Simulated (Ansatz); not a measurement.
# Property card for ZrGe₂

ZrGe2:
```cif
data_Ge2Zr
_chemical_formula_sum 'Zr1 Ge2'
_space_group_name_H-M_alt 'P 1'
_space_group_IT_number 1
_cell_length_a 4.32272
_cell_length_b 4.32272
_cell_length_c 3.43404
_cell_angle_alpha 90.000
_cell_angle_beta 90.000
_cell_angle_gamma 120.000
loop_
_space_group_symop_operation_xyz
  'x, y, z'
loop_
_atom_site_label
_atom_site_type_symbol
_atom_site_fract_x
_atom_site_fract_y
_atom_site_fract_z
_atom_site_occupancy
Zr1 Zr 0.00000 0.00000 0.00000 1
Ge1 Ge 0.33333 0.66667 0.50000 1
Ge2 Ge 0.66667 0.33333 0.50000 1
```

Space group P6/mmm (No. 191); conventional cell a = b = 4.323 Å, c = 3.434 Å, α = β = 90.00°, γ = 120.00°.

Method: DFT-PBEsol in the program Ansatz with PAW potentials. Structure relaxed to zero pressure with the same functional. Other levels are named where they apply.

### Cell and energy

| Property | Value |
|---|---|
| Volume per atom | 18.52 Å³ |
| Density | 7.07 g/cm³ |
| Formation energy from the elements (no fitted shifts) | -0.19 eV/atom |

### Electronic structure

| Property | Value |
|---|---|
| Electronic character | metallic (no gap) |
| Density of states at the Fermi level | 0.56 states/eV per atom (mean over ±0.08 eV) |
| Gap with spin–orbit coupling | none (metallic) |

### Mechanics

| Property | Value |
|---|---|
| Bulk modulus (Birch–Murnaghan fit) | 100 GPa |
| Pressure derivative B′ | 4.7 |

### Phonons

| Quantity | Result |
|---|---|
| Highest zone-centre frequency | 235 cm^-1 |
| Zone-centre stability | no imaginary mode at Γ |

A made-up cell: these elements were put on the sites of a structure type; neither database checked (COD, Materials Project) lists it. COD files the formula under space group No. 63. Whether it is the stable phase at ambient conditions was not checked. The PBEsol relaxation kept the symmetry of its start. No spin polarisation was allowed. As this level gives no gap, phonon frequencies hold no LO–TO term and depend on the k-mesh and smearing (Fermi–Dirac, 0.1 eV here). The references are the lowest solids computed at this level, not always the standard phases. Spin–orbit coupling is left out wherever it is not named.

Potentials: the earlier of the program's two PAW sets. The files were generated under PBE; for other functionals the program regenerates the frozen cores, and for LDA and PBEsol the local potential too.
